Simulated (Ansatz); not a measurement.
A relaxation computed with Ansatz, from input to last step.

```yaml
crystal:
  lattice:
    - [1.6542531438, 0.9550834979, 7.6683024508]
    - [-1.6542531438, 0.9550834979, 7.6683024508]
    - [0.0, -1.9101669957, 7.6683024508]
  atoms:
    - { symbol: B, position: [0.0, 0.0, 0.0] }
    - { symbol: B, position: [0.2095, 0.2095, 0.2095] }
    - { symbol: B, position: [0.7905, 0.7905, 0.7905] }
    - { symbol: Se, position: [0.4, 0.4, 0.4] }
    - { symbol: Se, position: [0.6, 0.6, 0.6] }
basis:
  ecutwfc: 420
kpoints:
  mp_grid: { grid: [6, 6, 6] }
hamiltonian:
  xc: pbe
scf:
  occupations: { method: gaussian, width: 0.1 }
  lower_state_search: "off"
output:
  forces: true
  stress: true
  eigenvalues: true
relax:
  adjacent_minimum: "off"
  f_tol: 0.04
  max_steps: 70
  cell: { stress_tol: 0.4 }
```

```bash
ansatz run input.yaml --threads 1 --pin off --max-ram 2560MiB --backend cpu --events-out ev --progress --plain --runs-dir out
```

Method: DFT PBE, scalar-relativistic, plane waves, PAW (Ansatz).

Of 15 frames 10 are shown, positions in Å and forces in eV/Å; the SCF threshold varies from step to step. Steps run on the plane waves of an earlier cell, with a Pulay correction in the pressure. The basis is chosen afresh for the last frame, the zero of the energies, and at times for earlier ones too; energy and pressure step there, also at an unchanged geometry. The end is built of layers, and without a dispersion correction their distances are poorly fixed.

```xyz
5
Lattice="1.6543 0.9551 7.6683 -1.6543 0.9551 7.6683 0.0000 -1.9102 7.6683" Properties=species:S:1:pos:R:3:forces:R:3 pbc="T T T" step=1 free_energy_over_end_meV_per_atom=627.84 pressure_GPa=-10.43
B     0.0000    0.0000    0.0000    0.0000    0.0000    0.0000
B     0.0000    0.0000    4.8195    0.0000    0.0000    0.1372
B     0.0000    0.0000   18.1854    0.0000    0.0000   -0.1372
Se    0.0000    0.0000    9.2020    0.0000    0.0000    1.0264
Se    0.0000    0.0000   13.8029    0.0000    0.0000   -1.0264
5
Lattice="1.6265 0.9391 6.9210 -1.6265 0.9391 6.9210 0.0000 -1.8781 6.9210" Properties=species:S:1:pos:R:3:forces:R:3 pbc="T T T" step=3 free_energy_over_end_meV_per_atom=423.75 pressure_GPa=-4.02
B     0.0000    0.0000    0.0000    0.0000    0.0000    0.0000
B     0.0000    0.0000    4.2442    0.0000    0.0000   -0.6330
B     0.0000    0.0000   16.5187    0.0000    0.0000    0.6330
Se    0.0000    0.0000    8.4335    0.0000    0.0000    0.1580
Se    0.0000    0.0000   12.3294    0.0000    0.0000   -0.1580
5
Lattice="1.6129 0.9312 6.5446 -1.6129 0.9312 6.5446 0.0000 -1.8624 6.5446" Properties=species:S:1:pos:R:3:forces:R:3 pbc="T T T" step=4 free_energy_over_end_meV_per_atom=376.23 pressure_GPa=0.80
B     0.0000    0.0000    0.0000    0.0000    0.0000    0.0000
B     0.0000    0.0000    3.8783    0.0000    0.0000   -0.8186
B     0.0000    0.0000   15.7554    0.0000    0.0000    0.8186
Se    0.0000    0.0000    8.0383    0.0000    0.0000   -1.0076
Se    0.0000    0.0000   11.5954    0.0000    0.0000    1.0076
5
Lattice="1.5840 0.9145 6.2452 -1.5840 0.9145 6.2452 0.0000 -1.8290 6.2452" Properties=species:S:1:pos:R:3:forces:R:3 pbc="T T T" step=6 free_energy_over_end_meV_per_atom=251.02 pressure_GPa=9.45
B     0.0000    0.0000    0.0000    0.0000    0.0000    0.0000
B     0.0000    0.0000    3.4519    0.0000    0.0000   -1.0974
B     0.0000    0.0000   15.2837    0.0000    0.0000    1.0974
Se    0.0000    0.0000    7.5604    0.0000    0.0000   -0.9186
Se    0.0000    0.0000   11.1753    0.0000    0.0000    0.9186
5
Lattice="1.5847 0.9149 6.3816 -1.5847 0.9149 6.3816 0.0000 -1.8298 6.3816" Properties=species:S:1:pos:R:3:forces:R:3 pbc="T T T" step=7 free_energy_over_end_meV_per_atom=143.08 pressure_GPa=8.59
B     0.0000    0.0000    0.0000    0.0000    0.0000    0.0000
B     0.0000    0.0000    3.3651    0.0000    0.0000   -0.7508
B     0.0000    0.0000   15.7798    0.0000    0.0000    0.7508
Se    0.0000    0.0000    7.6563    0.0000    0.0000   -0.3283
Se    0.0000    0.0000   11.4885    0.0000    0.0000    0.3283
5
Lattice="1.5784 0.9113 7.1313 -1.5784 0.9113 7.1313 0.0000 -1.8225 7.1313" Properties=species:S:1:pos:R:3:forces:R:3 pbc="T T T" step=9 free_energy_over_end_meV_per_atom=25.53 pressure_GPa=0.21
B     0.0000    0.0000    0.0000    0.0000    0.0000    0.0000
B     0.0000    0.0000    3.5896    0.0000    0.0000   -0.0960
B     0.0000    0.0000   17.8043    0.0000    0.0000    0.0960
Se    0.0000    0.0000    8.4547    0.0000    0.0000   -0.0027
Se    0.0000    0.0000   12.9393    0.0000    0.0000    0.0027
5
Lattice="1.5512 0.8956 7.5102 -1.5512 0.8956 7.5102 0.0000 -1.7912 7.5102" Properties=species:S:1:pos:R:3:forces:R:3 pbc="T T T" step=10 free_energy_over_end_meV_per_atom=5.79 pressure_GPa=1.17
B     0.0000    0.0000    0.0000    0.0000    0.0000    0.0000
B     0.0000    0.0000    3.7287    0.0000    0.0000    0.3386
B     0.0000    0.0000   18.8018    0.0000    0.0000   -0.3386
Se    0.0000    0.0000    8.8623    0.0000    0.0000   -0.1926
Se    0.0000    0.0000   13.6681    0.0000    0.0000    0.1926
5
Lattice="1.5488 0.8942 7.6973 -1.5488 0.8942 7.6973 0.0000 -1.7884 7.6973" Properties=species:S:1:pos:R:3:forces:R:3 pbc="T T T" step=12 free_energy_over_end_meV_per_atom=0.16 pressure_GPa=1.13
B     0.0000    0.0000    0.0000    0.0000    0.0000    0.0000
B     0.0000    0.0000    3.8411    0.0000    0.0000    0.1229
B     0.0000    0.0000   19.2509    0.0000    0.0000   -0.1229
Se    0.0000    0.0000    9.0343    0.0000    0.0000    0.1461
Se    0.0000    0.0000   14.0577    0.0000    0.0000   -0.1461
5
Lattice="1.5508 0.8953 7.7148 -1.5508 0.8953 7.7148 0.0000 -1.7907 7.7148" Properties=species:S:1:pos:R:3:forces:R:3 pbc="T T T" step=13 free_energy_over_end_meV_per_atom=-0.45 pressure_GPa=0.53
B     0.0000    0.0000    0.0000    0.0000    0.0000    0.0000
B     0.0000    0.0000    3.8630    0.0000    0.0000   -0.0344
B     0.0000    0.0000   19.2815    0.0000    0.0000    0.0344
Se    0.0000    0.0000    9.0561    0.0000    0.0000    0.0730
Se    0.0000    0.0000   14.0884    0.0000    0.0000   -0.0730
5
Lattice="1.5520 0.8961 7.7568 -1.5520 0.8961 7.7568 0.0000 -1.7922 7.7568" Properties=species:S:1:pos:R:3:forces:R:3 pbc="T T T" step=15 free_energy_over_end_meV_per_atom=0.00 pressure_GPa=-0.11
B     0.0000    0.0000    0.0000    0.0000    0.0000    0.0000
B     0.0000    0.0000    3.8808    0.0000    0.0000   -0.0021
B     0.0000    0.0000   19.3895    0.0000    0.0000    0.0021
Se    0.0000    0.0000    9.1036    0.0000    0.0000   -0.0163
Se    0.0000    0.0000   14.1667    0.0000    0.0000    0.0163
```

The start puts this composition into another compound's structure type, which needn't suit it. At the end the space group is R-3m (tolerance 0.05 Å).

It took 47 s on 1 thread of Intel(R) Xeon(R) Platinum 8488C (Sapphire Rapids), on a shared host, peak memory 0.41 GiB.

The k mesh is coarse. Spin polarisation was left out, and a magnetic state may lie lower.